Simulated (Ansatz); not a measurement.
CdF₂:
```
CdF2
1.0
    0.00000     2.74062     2.74062
    2.74062     0.00000     2.74062
    2.74062     2.74062     0.00000
Cd F
1 2
Direct
  0.00000   0.00000   0.00000
  0.25000   0.25000   0.25000
  0.75000   0.75000   0.75000
```

Relaxed with PBE. Special points in fractions of this cell's reciprocal vectors: Γ (0.000, 0.000, 0.000); X (0.500, 0.000, 0.500); U (0.625, 0.250, 0.625); K (0.375, 0.375, 0.750); L (0.500, 0.500, 0.500); W (0.500, 0.250, 0.750).

**Question.** List the band energies nearest the valence-band maximum at these points for PBE (plane waves, PAW; program Ansatz).

**Answer.** In eV from the valence-band maximum; about four levels below and three above (degenerate sets whole), none deeper than 8.9 eV; … stands for higher levels left out; points with the same levels are listed once.

| k | below | above |
|---|---|---|
| Γ | -0.85 -0.85 -0.85 -0.56 -0.56 -0.56 | 2.92 … |
| X | -2.69 -2.69 -0.42 -0.08 -0.08 | 7.60 9.40 … |
| U | -2.21 -0.84 -0.30 -0.20 | 7.56 10.43 … |
| L | -1.66 -1.66 -0.43 -0.43 | 6.81 8.98 … |
| W | -1.42 -1.42 -0.50 0.00 | 7.66 … |

Space group Fm-3m (fluorite). The PBE relaxation kept the symmetry of its start. Scalar-relativistic: spin–orbit coupling is off unless named, which matters more the heavier the elements.

Potentials: the later of the program's two PAW sets.
